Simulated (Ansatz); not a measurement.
GaN:
```cif
data_Ga2N2
_chemical_formula_sum 'Ga2 N2'
_space_group_name_H-M_alt 'P63/mmc'
_space_group_IT_number 194
_space_group_name_Hall '-P 6c 2c'
_cell_length_a 3.17486
_cell_length_b 3.17486
_cell_length_c 7.52337
_cell_angle_alpha 90.000
_cell_angle_beta 90.000
_cell_angle_gamma 120.000
loop_
_atom_site_label
_atom_site_type_symbol
_atom_site_symmetry_multiplicity
_atom_site_Wyckoff_symbol
_atom_site_fract_x
_atom_site_fract_y
_atom_site_fract_z
_atom_site_occupancy
Ga1 Ga 2 d 0.66667 0.33333 0.25000 1
N1 N 2 b 0.00000 0.00000 0.25000 1
```

Relaxed with r²SCAN+D4. DFT-r²SCAN+D4 in the program Ansatz with PAW potentials gives a gap of 1.45 eV.

Question: What gap does HSE06 give on the same cell (Ansatz, PAW)?

Answer: 2.29 eV, 0.84 eV more. The hybrid was solved on a coarser mesh and at special points; its gap is the smallest among all of these.

```csv
k,v1 r²SCAN+D4,c1 r²SCAN+D4,v1 HSE06,c1 HSE06
Γ,-0.58,1.45,-0.63,2.29
A,-0.61,2.69,___,___
K,0.00,4.73,___,___
H,-0.44,4.98,-0.48,5.85
M,-0.30,3.44,___,___
L,-0.82,4.58,___,___
```

Question: Top valence (v1) and lowest conduction level (c1) in eV from each method's valence maximum (which need not be a listed point): supply the withheld HSE06 values.

Answer: 
- L, v1 HSE06: -0.86
- L, c1 HSE06: 5.40
- K, v1 HSE06: 0.00
- K, c1 HSE06: 5.57
- A, v1 HSE06: -0.65
- A, c1 HSE06: 3.60
- M, v1 HSE06: -0.30
- M, c1 HSE06: 4.21

Cost on shared cores: the r²SCAN+D4 run (SCF on a 10×10×4 mesh, then bands and DOS) very roughly 50 core-seconds, the HSE06 run (SCF on 7×7×3, then a few points) roughly 4 core-minutes; the tasks are unlike.

Space group P6_3/mmc. The first step of the workflow began from a Materials Project structure, measured or hypothetical; the Crystallography Open Database copy checked does not list it. It is not the phase usual at ambient conditions (space group No. 186, 216). The cell was relaxed with r²SCAN+D4 under the symmetry of its start; of distortions, only those at the zone centre were tested, and some modes there are weakly imaginary. Scalar-relativistic: spin–orbit coupling is off unless named, which matters more the heavier the elements.

Potentials: the later of the program's two PAW sets.
